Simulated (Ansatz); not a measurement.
## F started in the widest void in cubic perovskite KMgF3, 41 atoms, charge +1

All numbers come from Ansatz (PAW, plane waves, no spin–orbit coupling) at the single k point (¼, ¼, ¼) without its symmetry partners. The atoms were relaxed with PBEsol in a fixed cell; other functionals are single points on those atoms unless said otherwise. The valence top and gap of the host come from its small cell on a dense mesh, with the band extrema sought between the mesh points, lined up by the mean potential, HSE06 (atoms relaxed with HSE06) gap 9.54 eV. The charge correction uses an assumed dielectric constant of 7.

Relaxed structure:

```
K Mg F
1.0
     7.98254    0.00000    0.00000
     0.00000    7.98254    0.00000
     0.00000    0.00000    7.98254
K Mg F
8 8 25
Direct
  0.99962 0.00776 0.99998
  0.99977 0.00953 0.50000
  0.99956 0.49261 0.00001
  0.99980 0.49084 0.49997
  0.49987 0.01012 0.99999
  0.50049 0.04911 0.50000
  0.49992 0.49026 0.99999
  0.50050 0.45126 0.49999
  0.24689 0.25019 0.24720
  0.24688 0.25020 0.75281
  0.25016 0.75020 0.23501
  0.25015 0.75019 0.76502
  0.75297 0.25017 0.24711
  0.75296 0.25019 0.75286
  0.74886 0.75018 0.23550
  0.74885 0.75018 0.76443
  0.24821 0.25020 0.00001
  0.24509 0.25019 0.50001
  0.21008 0.75016 0.00000
  0.28820 0.75027 0.50008
  0.75162 0.25017 0.99998
  0.75514 0.25017 0.49998
  0.78853 0.75019 0.99997
  0.70731 0.75010 0.49990
  0.99992 0.25023 0.24763
  0.99991 0.25015 0.75235
  0.99959 0.75015 0.28513
  0.99954 0.75022 0.71485
  0.49994 0.25014 0.24607
  0.49991 0.25023 0.75391
  0.49952 0.75023 0.19926
  0.49954 0.75014 0.80072
  0.25119 0.99814 0.25413
  0.25127 0.99811 0.74591
  0.25131 0.50226 0.25410
  0.25117 0.50226 0.74595
  0.74849 0.99823 0.25401
  0.74834 0.99824 0.74592
  0.74838 0.50213 0.25406
  0.74846 0.50211 0.74587
  0.49678 0.75018 0.49998
```

Chemical potentials μ are those of reference phases of the elements at zero temperature by the same functional (the usual solids, diamond for C, grey Sn, and the molecules H2, N2, O2, F2, Cl2, Br2 and S8).

```
                      functional  E(defect) − E(host) − Σ nμ + q·E_VBM (eV)  monopole (eV)  alignment (eV)  formation energy at E_F = VBM (eV)  moment (μB)             wall time, shared host
HSE06 (atoms relaxed with HSE06)                                       0.89           0.37           -0.11                                1.15  0 (no spin)  11 s on NVIDIA GB200 (relaxation)
```

**Question.** How does the monopole term follow by hand for this cubic cell?

**Answer.** q²·α·e²/(4πε₀)/(2εL) with the Madelung constant α = 2.837 and e²/4πε₀ = 14.40 eV·Å: 1 × 2.837 × 14.40 / (2 × 7 × 7.983) = 0.37 eV.

HSE06 (atoms relaxed with HSE06) one-electron levels near the gap (the ten most localised at most), from the host's valence top, not corrected for the charge's images:

```
level (eV)  spin  filling  atoms sharing it  element of the atom with most weight
     -0.15  both     2.00              15.5                                spread
     -0.07  both     2.00              13.0                                spread
     -0.06  both     2.00              12.6                                spread
     -0.03  both     2.00               8.9                                     F
      0.07  both     2.00               8.6                                     F
      0.08  both     2.00              15.8                                spread
      0.16  both     2.00               3.7                                     F
      0.26  both     2.00              14.2                                spread
      0.27  both     2.00              13.6                                spread
      3.31  both     0.00               2.9                                     F
```

All elements are taken at their own reference at once; growth conditions in equilibrium with the host shift these energies, by up to the host's formation enthalpy.

The ideal cubic host may itself distort, and that gain is in these energies.

One k point and a cell of this size can leave errors of several tenths of an eV in such numbers.
